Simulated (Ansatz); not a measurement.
This cell of NaI (rock salt) is off equilibrium:

```xyz
2
Lattice="0.0000 3.2426 3.2426 3.2426 0.0000 3.2426 3.2426 3.2426 0.0000" Properties=species:S:1:pos:R:3 pbc="T T T"
I      0.0000     0.0000     0.0000
Na     3.2426     3.2426     3.2426
```

All values below come from PBE (plane waves to 420 eV, PAW, scalar-relativistic; Ansatz, a quantum-chemistry and plane-wave program). k mesh 9×9×9 (Γ-centred), Fermi-Dirac smearing 0.05 eV. Energies are smeared free energies. Compression counts positive. NaI was relaxed with its symmetry unable to fall. Spin-orbit coupling is left out, though I is heavy.

Problem. What is the stress tensor (GPa)?

Solution. 
```
   0.32     0.00     0.00
   0.00     0.32     0.00
   0.00     0.00     0.32
```
The pressure, a third of the trace, is 0.32 GPa.

Problem. It is the relaxed cell scaled evenly to V/V₀ = 0.980, atoms relaxed where free. What is its energy relative to the relaxed cell?

Solution. 0.7 meV/atom.

(A scan under strain: stresses follow from slopes of the energy per volume, elastic moduli from its curvatures.)
